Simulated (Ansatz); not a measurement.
HgS (zinc blende, space group No. 216) under volume change, DFT-PBEsol in the program Ansatz with PAW potentials, scaled uniformly.

```csv
V (Å³/atom),E − E(relaxed) (meV/atom),P (GPa)
23.075,46.6,7.18
23.836,19.4,4.35
24.597,4.6,1.98
25.358,0.0,0.00
26.118,4.1,-1.66
26.879,___,___
27.640,___,___
```

What belongs in the gaps?


- 26.879, E − E(relaxed) (meV/atom): 15.3
- 26.879, P (GPa): -3.04
- 27.640, E − E(relaxed) (meV/atom): 32.6
- 27.640, P (GPa): -4.20

What does a third-order Birch–Murnaghan fit give for V₀, B₀ and B′?

V₀ = 25.36 Å³/atom, B₀ = 60.3 GPa, B′ = 4.9.

Space group F-43m (zinc blende). Symmetry was held in the PBEsol relaxation. Scalar-relativistic: spin–orbit coupling is off unless named, which matters more the heavier the elements.

Potentials: the later of the program's two PAW sets.
